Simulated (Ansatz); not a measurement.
A geometry of CsPbBr3 away from equilibrium: step 2 of the relaxation of a relaxed CsPbBr3 cell with every coordinate shifted by Gaussian noise of σ = 0.3 Å. Level of theory: r2SCAN (plane waves to 500 eV, PAW, scalar-relativistic; Ansatz, an electronic-structure program). Γ-centred k-mesh 4×4×4 on the run's cell (coarser than for final values), Fermi–Dirac smearing 0.05 eV.

```
CELL_PARAMETERS angstrom
      5.92393     0.00539     0.00671
      0.00539     5.97142     0.00400
      0.00671     0.00400     5.97890
ATOMIC_POSITIONS crystal
  Cs 0.01637 0.01098 0.00178
  Pb 0.55426 0.58004 0.51402
  Br 0.02881 0.53221 0.48794
  Br 0.52243 0.54978 0.98476
  Br 0.47833 0.05221 0.47103
```

**Question.** Which atoms carry the largest force, and which way does it point?

**Answer.** 0.59 eV/Å, on Pb2 (atoms numbered as listed); on Pb2 its components are (-0.39, -0.31, -0.33).

**Question.** What is the pressure?

**Answer.** +0.2 GPa, compression positive.

**Question.** How much energy per atom can still be gained by relaxing?

**Answer.** 0.02 eV/atom; the path ends in P1 (No. 1) at a tolerance of 0.01 Å, Pm-3m (No. 221) at 0.1 Å.

No spin polarisation in the result.

The end of the path is a generated cell of CsPbBr3: the first start was made by placing the elements on the sites of a structure type, and the end was not matched to a known phase here, so it may be hypothetical. Known forms of CsPbBr3 include space group No. 62, 221.
